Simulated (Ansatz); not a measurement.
**ScAl: input, output and frames of a trajectory**

The calculation used DFT PBEsol, scalar-relativistic, plane waves, PAW in Ansatz 0.2.0. The runs took a 420 eV cutoff, a shifted (0.5, 0.5, 0.5 steps) 2×2×2 mesh and Fermi–Dirac smearing (0.16 eV). The mesh is coarse. No spin polarisation.

16 atoms, starting at 1.06 times the perfect crystal's volume (space group Pm-3m, the cell as given, not relaxed at this level); constant energy, velocities drawn at 1800 K, fixed cell; 33 steps of 6 fs. The run is short and not equilibrated. The time step is on the long side.

The calculation finished and met its thresholds.

Command:
```bash
ansatz run input.yaml --threads 4 --pin off --max-ram 5120MiB --backend cpu --events-out ev --progress --plain --runs-dir out
```

Input:
```yaml
crystal:
  lattice:
    - [6.8729020517, 0.0, 0.0]
    - [0.0, 0.0, -6.8729020517]
    - [0.0, 6.8729020517, 0.0]
  atoms:
    - { symbol: Sc, position: [0.25, 0.25, 0.25] }
    - { symbol: Sc, position: [0.25, 0.75, 0.25] }
    - { symbol: Sc, position: [0.25, 0.25, 0.75] }
    - { symbol: Sc, position: [0.25, 0.75, 0.75] }
    - { symbol: Sc, position: [0.75, 0.25, 0.25] }
    - { symbol: Sc, position: [0.75, 0.75, 0.25] }
    - { symbol: Sc, position: [0.75, 0.25, 0.75] }
    - { symbol: Sc, position: [0.75, 0.75, 0.75] }
    - { symbol: Al, position: [0.0, 0.5, 0.0] }
    - { symbol: Al, position: [0.0, 0.0, 0.0] }
    - { symbol: Al, position: [0.0, 0.5, 0.5] }
    - { symbol: Al, position: [0.0, 0.0, 0.5] }
    - { symbol: Al, position: [0.5, 0.5, 0.0] }
    - { symbol: Al, position: [0.5, 0.0, 0.0] }
    - { symbol: Al, position: [0.5, 0.5, 0.5] }
    - { symbol: Al, position: [0.5, 0.0, 0.5] }
basis:
  ecutwfc: 420
kpoints:
  mp_grid: { grid: [2, 2, 2], shift: [0.5, 0.5, 0.5] }
hamiltonian:
  xc: pbesol
scf:
  occupations: { method: fermi_dirac, width: 0.1551 }
  lower_state_search: "off"
  convergence: { dr2_threshold: 1.0e-07 }
output:
  forces: true
  stress: true
md:
  timestep: 6.0
  n_steps: 33
  ensemble: nve
  temperature: 1800.0
  initial_velocities: maxwell_boltzmann
  seed: 48909
```

Output (its end):
```
...
SCF converged after 6 iterations
Free energy (F): -21092.343018 eV
Harris-Foulkes:  -21092.343018 eV  (|F-HF|=6.66e-8)
Internal energy: -21091.264520 eV  (E = F + TS)
E sigma→0 (E₀):  -21091.803769 eV
Entropy (-TS):   -1.078497 eV (-67.406 meV/atom)
Fermi energy:    8.860230 eV
--- Per-component energies (eV) ---
  E_band       = -1283.342054
  E_kinetic    = 2269.243701
  E_local      = -7612.945616  (includes V_loc(G=0)·N_el)
  E_nonlocal   = 761.092940
  E_hartree    = 2759.756033
  E_xc         = -1139.970322
  E_vxc        = -1259.119204  (∫ρ·V_xc dr)
  E_paw        = -11097.169638  (= ΣΔE_a)
  E_vpaw       = -961.137989  (= ΣTr[D̂ρ^β])
  E_aug_tail   = 0.000062  (compensation charges beyond the density's cutoff)
  E_ewald      = -7032.456993
  E_core_change = 1.185313  (= ΣΔE_core)
  E_smearing   = -1.078497  (= −TS)
  E_closure    = 0.000000  (closes the sum)
  Σ components = -21092.343018   (vs F -21092.343018, Δ=0.00e0)
--- Forces (eV/Å), atoms counted from 1 ---
  atom   1  Sc    -0.20965682    -0.06806956    -1.77671626
  atom   2  Sc     0.58443597    -0.35881204     1.14603011
  atom   3  Sc    -0.04755285    -0.34576991     0.57751229
  atom   4  Sc    -0.39409054    -0.20214044    -0.05328183
  atom   5  Sc     0.73573998    -0.31867245    -0.62251628
  atom   6  Sc    -0.62469789     0.03181210    -0.14234484
  atom   7  Sc    -1.31274175     1.28765815     1.05122324
  atom   8  Sc     0.92917442     0.22845648    -1.27414798
  atom   9  Al     0.22488598     0.65938117    -0.87181164
  atom  10  Al     0.11888556    -0.71733541    -0.15324419
  atom  11  Al     0.83202256    -0.90303024     0.02625196
  atom  12  Al     0.53107434     0.81224811     1.21298440
  atom  13  Al    -0.89878428    -0.41411495    -0.33896124
  atom  14  Al     0.49905526     0.04237209     0.02395276
  atom  15  Al    -1.10232228    -1.02707594     0.23970462
  atom  16  Al     0.13458218     1.29313254     0.95539606
  max |Σ_I F_I| component: 3.97e-5 eV/Å
--- Stress (GPa, compression-positive) ---
       -2.778041       0.041985      -0.730775
        0.041985      -3.490561      -0.059969
       -0.730775      -0.059969      -1.755753
  P = ⅓ Tr σ = -2.6748 GPa (-26.748 kbar)
--- MD trajectory: 33 steps, t = 0.0 → 198.0 fs ---
  final state: T = 859.8 K   F+E_penalty+E_count = -21092.34301750 eV   E_kin = 1.667084 eV
  conserved energy: peak-to-peak 4.502e-2 eV (2.814e-3 eV/atom) over 198.0 fs
```

Frames along the run (Å, eV/Å; dE is the potential energy from the first frame):

```xyz
16
Lattice="6.873 0.000 0.000 0.000 0.000 -6.873 0.000 6.873 0.000" Properties=species:S:1:pos:R:3:forces:R:3 pbc="T T T" time_fs=0.00 dE_eV=0.0000 T_K=1800
Sc    1.718    1.718   -1.718    0.000    0.000    0.000
Sc    1.718    1.718   -5.155    0.000    0.000    0.000
Sc    1.718    5.155   -1.718    0.000    0.000    0.000
Sc    1.718    5.155   -5.155    0.000    0.000    0.000
Sc    5.155    1.718   -1.718    0.000    0.000    0.000
Sc    5.155    1.718   -5.155    0.000    0.000    0.000
Sc    5.155    5.155   -1.718    0.000    0.000    0.000
Sc    5.155    5.155   -5.155    0.000    0.000    0.000
Al    0.000    0.000   -3.436    0.000    0.000    0.000
Al    0.000    0.000    0.000    0.000    0.000    0.000
Al    0.000    3.436   -3.436    0.000    0.000    0.000
Al    0.000    3.436    0.000    0.000    0.000    0.000
Al    3.436    0.000   -3.436    0.000    0.000    0.000
Al    3.436    0.000    0.000    0.000    0.000    0.000
Al    3.436    3.436   -3.436    0.000    0.000    0.000
Al    3.436    3.436    0.000    0.000    0.000    0.000
16
Lattice="6.873 0.000 0.000 0.000 0.000 -6.873 0.000 6.873 0.000" Properties=species:S:1:pos:R:3:forces:R:3 pbc="T T T" time_fs=18.00 dE_eV=1.3993 T_K=1092
Sc    1.946    1.699   -1.756   -0.998    0.144    0.871
Sc    1.701    1.776   -5.085    0.082   -0.689   -1.244
Sc    1.659    5.166   -1.676   -0.073   -0.254   -0.526
Sc    1.747    5.096   -4.967   -0.666    0.437   -0.337
Sc    5.157    1.794   -1.659   -0.452   -0.456   -0.237
Sc    5.148    1.742   -5.249   -0.391   -0.305   -0.049
Sc    5.246    5.191   -1.680   -0.712   -0.232   -1.165
Sc    5.176    5.214   -5.299    0.190   -0.742    1.708
Al   -0.028    0.173   -3.325   -0.093   -0.278   -0.412
Al   -0.197   -0.057    0.066    1.471    0.633   -0.417
Al   -0.032    3.313   -3.615   -0.354    0.349    1.000
Al   -0.155    3.326   -0.131    1.212    0.442    0.607
Al    3.484    0.214   -3.436    0.383   -1.142   -0.201
Al    3.353   -0.376    0.099   -0.171    1.426   -0.407
Al    3.464    3.366   -3.578    0.536    0.505    0.605
Al    3.377    3.478   -0.027    0.036    0.162    0.206
16
Lattice="6.873 0.000 0.000 0.000 0.000 -6.873 0.000 6.873 0.000" Properties=species:S:1:pos:R:3:forces:R:3 pbc="T T T" time_fs=30.00 dE_eV=2.4750 T_K=547
Sc    2.064    1.691   -1.751   -1.517    0.184    0.925
Sc    1.693    1.791   -5.080    0.214   -0.883   -1.407
Sc    1.617    5.164   -1.666   -0.124   -0.332   -0.683
Sc    1.743    5.071   -4.853   -0.826    0.627   -0.489
Sc    5.143    1.829   -1.628   -0.668   -0.711   -0.434
Sc    5.131    1.747   -5.314   -0.501   -0.447   -0.045
Sc    5.282    5.208   -1.694   -1.065   -0.224   -1.227
Sc    5.197    5.228   -5.338    0.273   -1.050    2.144
Al   -0.051    0.273   -3.274   -0.031   -0.415   -0.564
Al   -0.246   -0.060    0.087    1.930    0.851   -0.689
Al   -0.072    3.251   -3.677   -0.422    0.484    1.340
Al   -0.190    3.278   -0.183    1.681    0.756    0.905
Al    3.536    0.292   -3.447    0.478   -1.447   -0.338
Al    3.288   -0.545    0.142   -0.146    1.857   -0.583
Al    3.513    3.348   -3.639    0.597    0.520    0.799
Al    3.339    3.514   -0.033    0.127    0.228    0.345
16
Lattice="6.873 0.000 0.000 0.000 0.000 -6.873 0.000 6.873 0.000" Properties=species:S:1:pos:R:3:forces:R:3 pbc="T T T" time_fs=48.00 dE_eV=1.9808 T_K=790
Sc    2.151    1.688   -1.696   -1.659   -0.042    0.164
Sc    1.693    1.764   -5.149    0.342   -0.552   -0.531
Sc    1.549    5.143   -1.691    0.034   -0.264   -0.679
Sc    1.692    5.071   -4.713   -0.552    0.607   -0.781
Sc    5.086    1.842   -1.603   -0.230   -0.482   -0.032
Sc    5.077    1.729   -5.414   -0.239   -0.386   -0.028
Sc    5.276    5.220   -1.779   -1.009   -0.129   -0.275
Sc    5.244    5.195   -5.281    0.293   -0.330    0.956
Al   -0.088    0.380   -3.253    0.114   -0.563   -0.616
Al   -0.139    0.009    0.053    1.325    0.206   -0.550
Al   -0.169    3.201   -3.645    0.016    0.256    1.030
Al   -0.086    3.276   -0.178    1.078    0.604    0.646
Al    3.655    0.274   -3.494   -0.055   -1.108   -0.113
Al    3.182   -0.620    0.154    0.322    1.788   -0.268
Al    3.637    3.367   -3.653    0.003    0.225    0.687
Al    3.295    3.590   -0.009    0.217    0.170    0.389
16
Lattice="6.873 0.000 0.000 0.000 0.000 -6.873 0.000 6.873 0.000" Properties=species:S:1:pos:R:3:forces:R:3 pbc="T T T" time_fs=60.00 dE_eV=1.4075 T_K=1080
Sc    2.146    1.686   -1.649   -1.381   -0.087   -0.482
Sc    1.706    1.724   -5.220    0.418   -0.152    0.387
Sc    1.503    5.119   -1.733    0.330   -0.093   -0.567
Sc    1.634    5.094   -4.648   -0.165    0.411   -1.001
Sc    5.036    1.830   -1.590    0.247   -0.301    0.335
Sc    5.031    1.702   -5.481    0.120   -0.206    0.109
Sc    5.232    5.223   -1.851   -0.605   -0.054    0.589
Sc    5.286    5.156   -5.199    0.300    0.242   -0.197
Al   -0.106    0.417   -3.278    0.141   -0.609   -0.483
Al    0.022    0.075   -0.007    0.430   -0.282   -0.314
Al   -0.236    3.186   -3.554    0.446    0.007    0.499
Al    0.058    3.316   -0.131    0.146    0.312    0.366
Al    3.736    0.187   -3.534   -0.556   -0.535    0.101
Al    3.129   -0.555    0.142    0.538    1.280   -0.043
Al    3.724    3.397   -3.618   -0.589   -0.079    0.416
Al    3.280    3.652    0.033    0.182    0.148    0.286
16
Lattice="6.873 0.000 0.000 0.000 0.000 -6.873 0.000 6.873 0.000" Properties=species:S:1:pos:R:3:forces:R:3 pbc="T T T" time_fs=78.00 dE_eV=1.7478 T_K=910
Sc    2.064    1.680   -1.612   -0.575    0.352   -1.236
Sc    1.750    1.659   -5.295    0.408    0.566    1.559
Sc    1.457    5.079   -1.828    0.742    0.211   -0.245
Sc    1.543    5.150   -4.611    0.417    0.037   -1.262
Sc    4.978    1.795   -1.551    0.478   -0.313    0.323
Sc    4.972    1.652   -5.572    0.597    0.148    0.691
Sc    5.137    5.225   -1.917    0.222    0.006    1.661
Sc    5.367    5.113   -5.096    0.227    0.449   -1.263
Al   -0.121    0.414   -3.358    0.004   -0.468   -0.063
Al    0.289    0.141   -0.123   -1.071   -0.795    0.084
Al   -0.289    3.163   -3.378    0.807   -0.158   -0.246
Al    0.277    3.404   -0.026   -0.817    0.116    0.152
Al    3.797    0.018   -3.585   -1.043    0.520    0.114
Al    3.101   -0.350    0.120    0.709   -0.197   -0.082
Al    3.792    3.429   -3.532   -1.144   -0.480   -0.201
Al    3.272    3.758    0.119    0.039    0.007    0.013
16
Lattice="6.873 0.000 0.000 0.000 0.000 -6.873 0.000 6.873 0.000" Properties=species:S:1:pos:R:3:forces:R:3 pbc="T T T" time_fs=90.00 dE_eV=2.1911 T_K=687
Sc    1.983    1.688   -1.631   -0.008    0.728   -1.438
Sc    1.795    1.634   -5.290    0.061    0.920    1.732
Sc    1.453    5.059   -1.902    0.888    0.342    0.123
Sc    1.496    5.191   -4.633    0.737   -0.172   -1.289
Sc    4.957    1.759   -1.512    0.434   -0.231   -0.026
Sc    4.953    1.623   -5.609    0.904    0.424    1.136
Sc    5.079    5.226   -1.902    0.611   -0.051    1.794
Sc    5.430    5.101   -5.071   -0.092    0.288   -1.271
Al   -0.130    0.381   -3.418   -0.143   -0.216    0.241
Al    0.410    0.138   -0.197   -1.731   -0.987    0.558
Al   -0.275    3.138   -3.272    0.641   -0.099   -0.602
Al    0.377    3.472    0.055   -0.988    0.011   -0.080
Al    3.774   -0.070   -3.611   -1.024    0.922    0.074
Al    3.127   -0.214    0.100    0.706   -1.173   -0.269
Al    3.767    3.423   -3.483   -0.985   -0.476   -0.516
Al    3.270    3.831    0.179   -0.009   -0.229   -0.168
16
Lattice="6.873 0.000 0.000 0.000 0.000 -6.873 0.000 6.873 0.000" Properties=species:S:1:pos:R:3:forces:R:3 pbc="T T T" time_fs=108.00 dE_eV=1.9615 T_K=799
Sc    1.863    1.739   -1.737    0.341    0.275   -0.439
Sc    1.862    1.648   -5.191   -0.586    0.722    0.666
Sc    1.499    5.050   -2.003    0.887    0.421    0.612
Sc    1.469    5.241   -4.739    1.007   -0.204   -0.842
Sc    4.950    1.696   -1.460    0.348    0.157   -0.616
Sc    4.980    1.605   -5.596    1.128    0.636    1.384
Sc    5.027    5.223   -1.783    0.754   -0.258    0.814
Sc    5.513    5.098   -5.102   -0.949    0.128   -0.544
Al   -0.159    0.315   -3.482   -0.240    0.087    0.567
Al    0.429    0.043   -0.250   -1.347   -0.459    0.905
Al   -0.201    3.095   -3.174   -0.102    0.178   -0.968
Al    0.434    3.569    0.161   -0.841   -0.430   -0.734
Al    3.651   -0.116   -3.641   -0.255    0.669    0.307
Al    3.226   -0.124    0.043   -0.056   -1.262   -0.227
Al    3.646    3.373   -3.458   -0.102   -0.007   -0.510
Al    3.268    3.912    0.251    0.013   -0.653   -0.376
16
Lattice="6.873 0.000 0.000 0.000 0.000 -6.873 0.000 6.873 0.000" Properties=species:S:1:pos:R:3:forces:R:3 pbc="T T T" time_fs=120.00 dE_eV=1.7693 T_K=898
Sc    1.795    1.786   -1.830    0.490   -0.476    0.738
Sc    1.886    1.687   -5.093   -0.900    0.344   -0.422
Sc    1.564    5.059   -2.048    0.658    0.405    0.752
Sc    1.489    5.267   -4.845    0.955   -0.015   -0.237
Sc    4.959    1.657   -1.446    0.278    0.431   -0.737
Sc    5.040    1.617   -5.535    0.853    0.500    1.071
Sc    5.021    5.212   -1.667    0.787   -0.473   -0.171
Sc    5.536    5.102   -5.148   -1.421    0.124    0.072
Al   -0.192    0.274   -3.490   -0.130    0.050    0.646
Al    0.351   -0.054   -0.229   -0.672    0.174    0.602
Al   -0.153    3.075   -3.168   -0.682    0.493   -1.103
Al    0.417    3.609    0.190   -0.653   -0.797   -1.119
Al    3.546   -0.102   -3.643    0.440    0.303    0.504
Al    3.295   -0.146   -0.009   -0.645   -0.579    0.197
Al    3.552    3.336   -3.475    0.604    0.431   -0.320
Al    3.266    3.927    0.276    0.037   -0.915   -0.474
16
Lattice="6.873 0.000 0.000 0.000 0.000 -6.873 0.000 6.873 0.000" Properties=species:S:1:pos:R:3:forces:R:3 pbc="T T T" time_fs=138.00 dE_eV=1.6978 T_K=939
Sc    1.723    1.826   -1.918    0.574   -0.861    1.721
Sc    1.869    1.761   -4.980   -1.085   -0.239   -1.589
Sc    1.694    5.096   -2.073   -0.093    0.157    0.702
Sc    1.570    5.305   -5.010    0.335    0.004    0.608
Sc    4.987    1.626   -1.465    0.071    0.588   -0.369
Sc    5.174    1.661   -5.388   -0.006    0.173    0.109
Sc    5.058    5.166   -1.512    0.719   -0.727   -1.383
Sc    5.488    5.114   -5.206   -1.393    0.049    0.810
Al   -0.251    0.213   -3.442    0.218   -0.275    0.532
Al    0.178   -0.176   -0.148    0.263    0.877   -0.079
Al   -0.149    3.098   -3.263   -0.848    0.832   -0.741
Al    0.331    3.593    0.127   -0.317   -0.789   -0.924
Al    3.438   -0.054   -3.597    1.110    0.003    0.454
Al    3.333   -0.221   -0.062   -0.835    0.487    0.666
Al    3.478    3.327   -3.527    1.247    0.847    0.043
Al    3.268    3.859    0.268    0.037   -1.125   -0.560
16
Lattice="6.873 0.000 0.000 0.000 0.000 -6.873 0.000 6.873 0.000" Properties=species:S:1:pos:R:3:forces:R:3 pbc="T T T" time_fs=150.00 dE_eV=1.3726 T_K=1103
Sc    1.697    1.821   -1.915    0.411   -0.555    1.425
Sc    1.817    1.804   -4.961   -0.735   -0.512   -1.541
Sc    1.781    5.127   -2.063   -0.616   -0.118    0.571
Sc    1.640    5.331   -5.101   -0.239   -0.320    0.927
Sc    5.009    1.627   -1.494   -0.119    0.549   -0.017
Sc    5.266    1.699   -5.282   -0.626   -0.122   -0.585
Sc    5.111    5.108   -1.456    0.296   -0.565   -1.648
Sc    5.402    5.125   -5.217   -0.935    0.009    0.889
Al   -0.279    0.157   -3.374    0.397   -0.465    0.301
Al    0.073   -0.206   -0.093    0.698    1.094   -0.354
Al   -0.200    3.165   -3.377   -0.215    0.860    0.063
Al    0.252    3.531    0.024   -0.045   -0.398   -0.336
Al    3.433   -0.020   -3.537    1.124    0.042    0.171
Al    3.307   -0.249   -0.058   -0.374    0.852    0.456
Al    3.503    3.372   -3.561    0.976    0.603    0.190
Al    3.272    3.743    0.226    0.003   -0.955   -0.512
16
Lattice="6.873 0.000 0.000 0.000 0.000 -6.873 0.000 6.873 0.000" Properties=species:S:1:pos:R:3:forces:R:3 pbc="T T T" time_fs=168.00 dE_eV=1.1518 T_K=1216
Sc    1.681    1.784   -1.837    0.307   -0.242    0.201
Sc    1.702    1.838   -5.013    0.074   -0.670   -0.470
Sc    1.873    5.165   -2.015   -0.858   -0.409    0.408
Sc    1.728    5.347   -5.182   -0.803   -0.889    1.026
Sc    5.036    1.660   -1.537   -0.197    0.355    0.134
Sc    5.365    1.743   -5.161   -1.230   -0.750   -1.146
Sc    5.200    4.995   -1.464   -0.611    0.275   -1.078
Sc    5.224    5.144   -5.189   -0.079    0.359   -0.083
Al   -0.282    0.030   -3.250    0.468   -0.346   -0.209
Al   -0.017   -0.149   -0.046    0.691    0.695   -0.376
Al   -0.283    3.348   -3.526    0.933    0.745    1.139
Al    0.132    3.406   -0.152    0.371    0.198    0.676
Al    3.527    0.036   -3.436    0.518    0.071   -0.224
Al    3.243   -0.204   -0.016    0.561    1.124   -0.161
Al    3.621    3.486   -3.594   -0.174   -0.307    0.340
Al    3.277    3.486    0.119    0.028   -0.209   -0.179
16
Lattice="6.873 0.000 0.000 0.000 0.000 -6.873 0.000 6.873 0.000" Properties=species:S:1:pos:R:3:forces:R:3 pbc="T T T" time_fs=180.00 dE_eV=1.4056 T_K=1086
Sc    1.682    1.748   -1.771    0.224   -0.246   -0.750
Sc    1.624    1.835   -5.071    0.377   -0.614    0.357
Sc    1.903    5.176   -1.967   -0.596   -0.453    0.429
Sc    1.758    5.326   -5.197   -0.807   -0.873    0.715
Sc    5.046    1.696   -1.562    0.029    0.072   -0.114
Sc    5.386    1.747   -5.121   -1.143   -0.677   -0.840
Sc    5.240    4.926   -1.514   -1.101    0.937   -0.200
Sc    5.099    5.168   -5.169    0.428    0.653   -1.046
Al   -0.254   -0.078   -3.176    0.424    0.044   -0.548
Al   -0.032   -0.063   -0.039    0.463    0.069   -0.288
Al   -0.288    3.517   -3.562    1.250    0.128    0.963
Al    0.073    3.331   -0.234    0.567    0.501    1.179
Al    3.627    0.078   -3.380   -0.125   -0.084   -0.324
Al    3.229   -0.105    0.006    0.761    0.988   -0.252
Al    3.698    3.550   -3.595   -0.878   -0.893    0.492
Al    3.283    3.295    0.033    0.128    0.447    0.228
16
Lattice="6.873 0.000 0.000 0.000 0.000 -6.873 0.000 6.873 0.000" Properties=species:S:1:pos:R:3:forces:R:3 pbc="T T T" time_fs=198.00 dE_eV=1.8520 T_K=860
Sc    1.694    1.682   -1.724   -0.210   -0.068   -1.777
Sc    1.531    1.798   -5.132    0.584   -0.359    1.146
Sc    1.916    5.167   -1.868   -0.048   -0.346    0.578
Sc    1.759    5.249   -5.184   -0.394   -0.202   -0.053
Sc    5.068    1.752   -1.609    0.736   -0.319   -0.623
Sc    5.355    1.720   -5.106   -0.625    0.032   -0.142
Sc    5.235    4.880   -1.590   -1.313    1.288    1.051
Sc    4.939    5.240   -5.201    0.929    0.228   -1.274
Al   -0.174   -0.229   -3.123    0.225    0.659   -0.872
Al   -0.014    0.063   -0.054    0.119   -0.717   -0.153
Al   -0.178    3.771   -3.536    0.832   -0.903    0.026
Al    0.039    3.271   -0.242    0.531    0.812    1.213
Al    3.758    0.128   -3.327   -0.899   -0.414   -0.339
Al    3.277    0.128    0.020    0.499    0.042    0.024
Al    3.726    3.557   -3.551   -1.102   -1.027    0.240
Al    3.303    3.061   -0.064    0.135    1.293    0.955
```